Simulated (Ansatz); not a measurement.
# SiC with Fe replacing Si: do the settings matter for the field gradients?

Cell: a supercell of SiC (zinc blende type, F-43m) built from an entry of the Crystallography Open Database (COD), with all atoms left at the host's positions.

```cif
data_FeSi26C27
_symmetry_space_group_name_H-M 'F-43m'
_symmetry_Int_Tables_number 216
_cell_length_a 13.0740
_cell_length_b 13.0740
_cell_length_c 13.0740
_cell_angle_alpha 90.000
_cell_angle_beta 90.000
_cell_angle_gamma 90.000
loop_
_atom_site_label
_atom_site_type_symbol
_atom_site_symmetry_multiplicity
_atom_site_Wyckoff_symbol
_atom_site_fract_x
_atom_site_fract_y
_atom_site_fract_z
Fe Fe 4 a 0.0000 0.0000 0.0000
Si2 Si 48 h 0.1667 0.0000 0.1667
Si5 Si 16 e 0.3333 0.8333 0.1667
Si9 Si 16 e 0.6667 0.6667 0.3333
Si15 Si 24 f 0.5000 0.6667 0.5000
C28 C 16 e 0.0833 0.9167 0.0833
C29 C 24 g 0.2500 0.9167 0.2500
C33 C 48 h 0.5833 0.7500 0.4167
C41 C 16 e 0.4167 0.5833 0.4167
C54 C 4 c 0.7500 0.2500 0.7500
```

One atom of each set is listed; the run and its k-mesh use a cell of 54 atoms with edges of 9.24, 9.24, 9.24 Å.

Reference run. Computed with Ansatz: DFT, PBE, plane waves and PAW, scalar-relativistic, collinear spin, 420 eV cutoff, Γ-centred 3×3×3 k-points, Fermi–Dirac smearing 0.01 eV, cell charge -2. Start moments as typed (μB): 4 on each Fe, none on the rest.

Question: The input is changed as follows: `scf.mixing.algorithm`: not typed → broyden; `scf.mixing.beta`: not typed → 0.05; `accuracy`: not typed → medium. What happens to V_zz (10²¹ V/m²) and η?

Answer: 

| site | V_zz reference | η reference | V_zz changed | η changed |
| --- | --- | --- | --- | --- |
| Fe | 0.00 | – | 0.00 | – |
| Si2 | -0.57 | 0.10 | -0.56 | 0.06 |
| Si5 | 0.16 | 0.00 | 0.15 | 0.00 |
| Si9 | 0.13 | 0.00 | 0.10 | 0.00 |
| Si15 | -0.20 | 0.34 | -0.21 | 0.30 |
| C28 | -0.35 | 0.00 | -0.30 | 0.00 |
| C29 | -0.055 | 0.97 | 0.040 | 0.16 |
| C33 | -0.14 | 0.63 | -0.14 | 0.56 |

The largest change of V_zz along a kept axis is on C28, from -0.35 to -0.30. On C29 the largest principal value lies along another axis in the second run, so the two V_zz can't be compared directly. Other sites with |V_zz| of 0.02 or less aren't listed. The absolute magnetisation of the cell goes from 0.8 to 0.1 μB. SCF iterations: 18 and 36. New warnings: seeded moment not kept, stability check not made.

On the reference run: The defect repeats with the cell of 54 atoms, so it feels its images: sites between two images don't show the values beside a lone defect, and zeros or small values of η there can come from the images' arrangement. A uniform background compensates the cell's charge. The defect cell has no gap above 0.1 eV on its mesh, so the values can hang on the smearing and the k-mesh. The run lost most of its start moments on Fe; a state with other moments may lie lower. The neighbours have not yet relaxed around the defect (largest force 1.0 eV/Å), so a real crystal will differ.
